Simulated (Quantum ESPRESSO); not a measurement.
# Moving one atom in Al2GaInP4

The results below are calculated, not measured. They come from pw.x of Quantum ESPRESSO 7.5, a plane-wave density functional program, with PseudoDojo standard norm-conserving files (v0.5 for PBE, v0.4.1 for LDA and PBEsol). The cells are made up: elements, strain and atom displacements were drawn at random, and nothing was relaxed. There is no spin polarisation, spin-orbit coupling or dispersion term.

The cell has 8 sites of a zincblende or diamond lattice. Sites 1 to 4 hold Al Al Ga In; sites 5 to 8 hold P P P P. Cell vectors in Å: (5.557, 0.014, 0.006); (0.014, 5.603, 0.050); (0.006, 0.050, 5.745). Settings: PBE, cutoff 1088 eV, 4 x 4 x 4 k mesh shifted by half a step, Fermi-Dirac smearing of 0.025 eV.

Each run shifts the Al atom on site 1 along z and leaves all else fixed. Site 5 is one of its nearest neighbours. E is the free energy of the cell above the lowest run shown.

| run | shift (Å) | Fz on site 1 (eV/Å) | Fz on site 5 (eV/Å) | P (GPa) | E (meV) |
| --- | --- | --- | --- | --- | --- |
| 1 | -0.1529 | 0.212 | 0.088 | 0.53 | 2.3 |
| 2 | -0.1234 | -0.053 | 0.162 | 0.52 | 0.0 |
| 3 | -0.0566 | -0.660 | 0.346 | 0.55 | 23.8 |
| 4 | -0.0334 | -0.873 | 0.414 | 0.58 | 41.5 |
| 6 | 0.1529 | -2.573 | 1.036 | 1.15 | 363.3 |
| 7 | 0.1822 | -2.833 | 1.142 | 1.29 | 442.5 |
| 5 | 0.0561 | ? | ? | ? | ? |

A rerun of one of these cells at 1377 eV and k mesh 6 x 6 x 6 moved values by no more than 0.006 eV in the cell's energy, 0.02 GPa in stress and 0.003 eV/Å in force.

## Worked fit

A parabola through the six runs shown gives Fz on site 1 = -1.176 - 9.10 u - 0.1 u² eV/Å, with u in Å and a scatter of 0.004 eV/Å. Minus the slope, 9.10 ± 0.10 eV/Å², is this atom's force constant along z at u = 0, with its periodic images moving too. The fitted force vanishes at u = -0.129 Å, where the energy should be lowest along this line. The error is the larger of the fit's own and the change that a cubic makes, rounded up.

## Withheld run

Question: what Fz on site 1 should run 5 give?

The fit gives -1.687 eV/Å. The calculation gave -1.695 eV/Å.

| run | shift (Å) | Fz on site 1 (eV/Å) | Fz on site 5 (eV/Å) | P (GPa) | E (meV) |
| --- | --- | --- | --- | --- | --- |
| 5 | 0.0561 | -1.695 | 0.699 | 0.78 | 156.5 |